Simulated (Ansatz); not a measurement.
# Sr$_{2}$CrClO$_{2}$ in Ansatz, relaxation

The input file (Ansatz 0.2.0, plane waves):

```yaml
crystal:
  lattice:
    - [1.977984, 3.425965, 0.0]
    - [-1.977984, 3.425965, 0.0]
    - [-1.977984, 1.141985, 9.344115]
  atoms:
    - { symbol: Sr, position: [0.7467, 0.5066, 0.2401] }
    - { symbol: Sr, position: [0.2533, 0.4934, 0.7599] }
    - { symbol: Cr, position: [0.5, 0.0, 0.5], spin: 3, spin_axis: [0.49432, -0.86918, 0.01339] }
    - { symbol: Cl, position: [0.0, 0.0, 0.0] }
    - { symbol: O, position: [0.436, 0.128, 0.308] }
    - { symbol: O, position: [0.564, 0.872, 0.692] }
kpoints:
  mp_grid: { grid: [5, 5, 5], shift: [0, 0, 0] }
magnetization:
  noncollinear: true
  spin_orbit: true
scf:
  occupations: { method: fermi_dirac, width: 0.1379 }
  lower_state_search: "off"
hamiltonian:
  pseudopotentials: { kind: paw_fr }
  xc: pbe
  hubbard:
    projectors: all-electron-ortho-atomic
    sites: [{ species: Cr, l: d, u_eff: 4.89 }]
basis:
  ecutwfc: 420
  fft_grid_basis: typed
relax:
  max_steps: 40
  cell: { p_target: 0.0 }
  f_tol: 0.03
output:
  forces: true
  stress: true
  eigenvalues: true
  bader: true
  populations: true
  elf: true
  write_potential: true
  volumetric_format: npy
  dos:
    e_range: [-12, 8]
    de: 0.05
    projected: { site_lists: { Cl: [Cl], Cr: [Cr], O: [O], Sr: [Sr] } }
    method: { smearing: { sigma: 0.1, scheme: gaussian } }
checkpoint:
  read: saved_state
```

Run with:

```bash
ansatz run input.yaml --threads 2 --pin off --max-ram 2560MiB --backend cpu --events-out ev --progress --plain --runs-dir out
```

Origin of the cell: a known structure type with other elements, at an estimated volume, so it need not be a known compound.

The saved state is a converged single point of the same cell, with its larger moments on Cr3 (non-collinear).

Output (shortened):

```
SCF iter   1: F=—  HF=-12686.939907 eV  Δρ=3.55e-3  dr2=1.92e-3  dr2_m=7.46e-4  |M|=4.48e0 ∫|m|=4.58e0 μB mc-row=0.0e0
SCF iter   2: F=—  HF=-12686.969489 eV  Δρ=2.49e-3  dr2=5.80e-4  dr2_m=5.85e-5  |M|=4.48e0 ∫|m|=4.58e0 μB mc-row=0.0e0
SCF iter   3: F=—  HF=-12686.990120 eV  Δρ=1.18e-3  dr2=1.42e-4  dr2_m=3.00e-5  |M|=4.47e0 ∫|m|=4.57e0 μB mc-row=0.0e0
SCF iter   4: F=—  HF=-12686.996103 eV  Δρ=1.69e-4  dr2=7.25e-6  dr2_m=1.17e-5  |M|=4.47e0 ∫|m|=4.57e0 μB mc-row=0.0e0
SCF iter   5: F=—  HF=-12686.996623 eV  Δρ=1.32e-4  dr2=3.22e-6  dr2_m=7.03e-6  |M|=4.47e0 ∫|m|=4.57e0 μB mc-row=0.0e0
SCF iter   6: F=—  HF=-12686.996808 eV  Δρ=9.71e-5  dr2=1.90e-6  dr2_m=3.79e-6  |M|=4.47e0 ∫|m|=4.57e0 μB mc-row=0.0e0
SCF iter   7: F=—  HF=-12686.996998 eV  Δρ=1.35e-5  dr2=1.98e-7  dr2_m=4.24e-8  |M|=4.47e0 ∫|m|=4.57e0 μB mc-row=0.0e0
SCF iter   8: F=-12686.996999 eV  HF=-12686.996999 eV  Δρ=6.04e-6  dr2=4.68e-8  dr2_m=1.44e-8  |M|=4.47e0 ∫|m|=4.57e0 μB mc-row=0.0e0
relax step   1: F+E_penalty+E_count = -12686.996999 eV  Δ(F+E_penalty+E_count) = +0.000e0 eV  max|allowed force component| = 3.243e0 eV/Å  Δτ_max = 0.0000 Å  P = +8.717 GPa  Ω = 126.641 Å³  ( […]
relax step   2: F+E_penalty+E_count = -12687.624766 eV  Δ(F+E_penalty+E_count) = -6.278e-1 eV  max|allowed force component| = 2.307e0 eV/Å  Δτ_max = 0.1962 Å  P = +2.224 GPa  Ω = 132.672 Å³ […]
relax step   3: F+E_penalty+E_count = -12687.847182 eV  Δ(F+E_penalty+E_count) = -2.224e-1 eV  max|allowed force component| = 8.696e-1 eV/Å  Δτ_max = 0.0546 Å  P = +0.857 GPa  Ω = 134.301 Å³ […]
relax step   4: F+E_penalty+E_count = -12687.899694 eV  Δ(F+E_penalty+E_count) = -5.251e-2 eV  max|allowed force component| = 9.405e-2 eV/Å  Δτ_max = 0.0291 Å  P = -0.044 GPa  Ω = 134.642 Å³ […]
relax step   5: F+E_penalty+E_count = -12687.906191 eV  Δ(F+E_penalty+E_count) = -6.497e-3 eV  max|allowed force component| = 1.712e-2 eV/Å  Δτ_max = 0.0107 Å  P = +0.184 GPa  Ω = 134.498 Å³ […]
relax step   6: F+E_penalty+E_count = -12687.906763 eV  Δ(F+E_penalty+E_count) = -5.714e-4 eV  max|allowed force component| = 9.688e-3 eV/Å  Δτ_max = 0.0038 Å  P = +0.043 GPa  Ω = 134.867 Å³ […]
relax step   7: F+E_penalty+E_count = -12687.905095 eV  Δ(F+E_penalty+E_count) = +1.668e-3 eV  max|allowed force component| = 4.997e-2 eV/Å  Δτ_max = 0.0103 Å  P = +0.046 GPa  Ω = 134.863 Å³ […]
relax step   8: F+E_penalty+E_count = -12687.906763 eV  Δ(F+E_penalty+E_count) = -9.787e-8 eV  max|allowed force component| = 9.378e-3 eV/Å  Δτ_max = 0.0000 Å  P = +0.043 GPa  Ω = 134.867 Å³ […]
relax step   9: F+E_penalty+E_count = -12687.924772 eV  Δ(F+E_penalty+E_count) = -1.801e-2 eV  max|allowed force component| = 6.222e-3 eV/Å  Δτ_max = 0.0000 Å  P = +0.264 GPa  Ω = 134.867 Å³  stress off target by 4.28e-1 GPa […]
relax step  10: F+E_penalty+E_count = -12687.924912 eV  Δ(F+E_penalty+E_count) = -1.394e-4 eV  max|allowed force component| = 7.054e-3 eV/Å  Δτ_max = 0.0020 Å  P = +0.067 GPa  Ω = 135.346 Å³ […]
relax step  11: F+E_penalty+E_count = -12687.924753 eV  Δ(F+E_penalty+E_count) = +1.589e-4 eV  max|allowed force component| = 8.821e-4 eV/Å  Δτ_max = 0.0024 Å  P = +0.003 GPa  Ω = 135.558 Å³ […]
relax step  12: F+E_penalty+E_count = -12687.925591 eV  Δ(F+E_penalty+E_count) = -8.385e-4 eV  max|allowed force component| = 6.922e-4 eV/Å  Δτ_max = 0.0000 Å  P = +0.005 GPa  Ω = 135.558 Å³  stress off target by 1.72e-2 GPa […]
SCF 12 converged in 7 iterations: F = -12687.925591 eV  dr2 = 1.04e-10
basis re-selected at this cell: Δ(F+E_penalty+E_count) = -8.385e-4 eV, ΔP = +0.002 GPa vs the last step (what re-selecting the basis moved, of the pressure what is left beyond the Pulay corre […]
SCF converged after 7 iterations
Magnetization: |M| = 4.8836 μB,  M = (+2.4141, -4.2447, +0.0652) μB
Absolute magnetization: 5.0344 μB (∫|m|, with the PAW one-centre terms)
  site 0: m = (+0.0039, -0.0068, +0.0001) μB, |m| = 0.0078 μB  (R = 1.00 Å)
  site 1: m = (+0.0039, -0.0068, +0.0001) μB, |m| = 0.0078 μB  (R = 1.00 Å)
  site 2: m = (+1.6384, -2.8808, +0.0442) μB, |m| = 3.3144 μB  (R = 0.83 Å)
  site 3: m = (-0.0000, +0.0000, -0.0000) μB, |m| = 0.0000 μB  (R = 1.31 Å)
  site 4: m = (-0.0045, +0.0080, -0.0001) μB, |m| = 0.0092 μB  (R = 0.83 Å)
  site 5: m = (-0.0045, +0.0080, -0.0001) μB, |m| = 0.0092 μB  (R = 0.83 Å)
Free energy (F): -12687.925591 eV
Harris-Foulkes:  -12687.925591 eV  (|F-HF|=4.73e-11)
Internal energy: -12687.893940 eV  (E = F + TS)
E sigma→0 (E₀):  -12687.909766 eV
Entropy (-TS):   -0.031651 eV (-5.275 meV/atom)
Fermi energy:    7.110173 eV
--- Per-component energies (eV) ---
  E_band       = -529.774834
  E_kinetic    = 1346.461224
  E_local      = -4774.943366  (includes V_loc(G=0)·N_el)
  E_nonlocal   = 616.120361
  E_hartree    = 1751.480528
  E_xc         = -740.797160
  E_vxc        = -812.099532  (∫ρ·V_xc dr)
  E_hubbard    = 1.027032  (on-site DFT+U / exact-exchange correction)
  E_vhub       = -9.649362  (the Hubbard potential's part of the band-sum identity)
  E_paw        = -7567.588913  (= ΣΔE_a)
  E_vpaw       = -398.630868  (= ΣTr[D̂ρ^β])
  E_aug_tail   = 0.005286  (compensation charges beyond the density's cutoff)
  E_ewald      = -3319.658932
  E_smearing   = -0.031651  (= −TS)
  Σ components = -12687.925591   (vs F -12687.925591, Δ=0.00e0)
--- Hubbard shell moments (per corrected site; Tr N, ν in electrons; μ in μ_B) ---
  shell 0: Tr N=4.7867  μ_S=(+2.1923, -3.8548, +0.0592)  μ_L=(-0.0073, +0.0128, -0.0000)  μ=(+2.1850, -3.8419, +0.0592)  ν=0.0277 along (+0.494, -0.869, +0.013)
--- Forces (eV/Å), atoms counted from 1 ---
  atom   1  Sr     0.000004     0.000002     0.000454
  atom   2  Sr    -0.000004    -0.000002    -0.000454
  atom   3  Cr     0.000000     0.000000     0.000000
  atom   4  Cl     0.000000     0.000000     0.000000
  atom   5  O     -0.000003    -0.000001    -0.000692
  atom   6  O      0.000003     0.000001     0.000692
  max |Σ_I F_I| component: 0.00e0 eV/Å
--- Stress (GPa, compression-positive) ---
       -0.000448      -0.000035       0.000004
       -0.000035      -0.000410       0.000002
        0.000004       0.000001       0.017241
  P = ⅓ Tr σ = 0.0055 GPa (0.055 kbar)
Occupation matrices written to <dir>
--- Relaxed structure (10 steps of the walk, 9 accepted, 2 SCFs on fresh bases) ---
  F+E_penalty+E_count = -12687.925591 eV   max|allowed force component| = 6.922e-4 eV/Å   (the final SCF, on the basis selected at the relaxed cell)
  cell:  # Å, volume = 135.5585 Å³
    - [1.986832, 3.441314, 8.449e-6]
    - [-1.986848, 3.441323, 8.793e-7]
    - [-1.986825, 1.147120, 9.913085]
  atoms:
    - { symbol: Sr, position: [0.739920, 0.520153, 0.219773] }
    - { symbol: Sr, position: [0.260080, 0.479847, 0.780227] }
    - { symbol: Cr, position: [0.500000, -5.551e-17, 0.500000] }
    - { symbol: Cl, position: [0.0, 0.0, 0.0] }
    - { symbol: O, position: [0.432012, 0.135973, 0.296041] }
    - { symbol: O, position: [0.567988, 0.864027, 0.703959] }
--- Löwdin populations: 6 sites ---
  site symbol       q [e]
     0     Sr      8.3269
     1     Sr      8.3269
     2     Cr     13.4830
     3     Cl      7.7070
     4      O      7.2454
     5      O      7.2454
  spilling = 0.012554 (of n_electrons = 53.000000)
--- Bader charges: 6 sites ---
  site symbol  charge [e]  shift [e]  m_x [muB]  m_y [muB]  m_z [muB]
     0     Sr      1.5370     0.0002     0.0136    -0.0239     0.0004
     1     Sr      1.5370     0.0002     0.0136    -0.0239     0.0004
     2     Cr      0.6424     0.0000     2.3177    -4.0753     0.0626
     3     Cl     -0.8342     0.0000     0.0001    -0.0001     0.0000
     4      O     -1.4411     0.0002     0.0346    -0.0608     0.0009
     5      O     -1.4411     0.0002     0.0346    -0.0608     0.0009
  estimated error of the sums over rays = 2.6e-4 e
```

The starting structure.

Space group R-3m (No. 166); the run's cell has a = 3.956 Å, b = 3.956 Å, c = 9.619 Å, α = 78.13°, β = 90.00°, γ = 60.00°. Shortest distances: Cr–O 1.79 Å, O–Sr 2.37 Å, Cl–Sr 3.20 Å, Cr–Sr 3.33 Å, O–O 3.59 Å.

After:

Space group R-3m (No. 166); the run's cell has a = 3.974 Å, b = 3.974 Å, c = 10.175 Å, α = 78.74°, β = 90.00°, γ = 60.00°. Shortest distances: Cr–O 2.02 Å, O–Sr 2.42 Å, Cl–Sr 3.16 Å.

```yaml
Free_energy_lowered_by: 154.8 meV/atom
Volume_change: 7.04 %
Final_pressure: 0.01 GPa
Relaxation_steps_listed: 12
Total_moment: 4.88 μB
```

Caveats: the k mesh is coarse if the cell is a metal; the magnetic state was chosen at the start cell and may not be the lowest after relaxing; the relaxation held the start's symmetry, so the end may be a saddle point.

Time: 3300 s of wall time on 2 CPU thread(s) of a shared host, from a saved density.
